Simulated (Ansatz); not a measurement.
ScBe5 in space group P6/mmm (No. 191; Sc on 1a, Be on 2c, Be on 3g), DFT-r²SCAN in the program Ansatz with PAW potentials, all energies at zero smearing, with the estimated change up to a 700 eV cutoff added, with one set of potentials and settings (totals compare only within such a set). Cell of 6 atoms (1 Sc, 5 Be): -2608.541 eV.

```json
[
 {"element": "Sc", "reference phase": "P6_3/mmc, 2 atoms in the cell", "E (eV/atom)": "-2140.5738"},
 {"element": "Be", "reference phase": "P6_3/mmc, 2 atoms in the cell", "E (eV/atom)": "-93.3347"}
]
```

Formation energy per atom, worked out: (-2608.541 − 1×(-2140.5738) − 5×(-93.3347))/6 = -0.216 eV/atom (-21 kJ per mol of atoms), at 0 K, without zero-point energy or fitted corrections.

The first step of the workflow began from a Materials Project structure, measured or hypothetical; the Crystallography Open Database copy checked does not list it. Whether it is the stable phase at ambient conditions was not checked. The cell keeps a stress of up to 0.2 GPa. Symmetry was held in the r²SCAN relaxation; its stability against distortions is not shown here. The run is not spin-polarised. The references are the lowest solids computed at this level, not always the standard phases.

Potentials: the later of the program's two PAW sets.
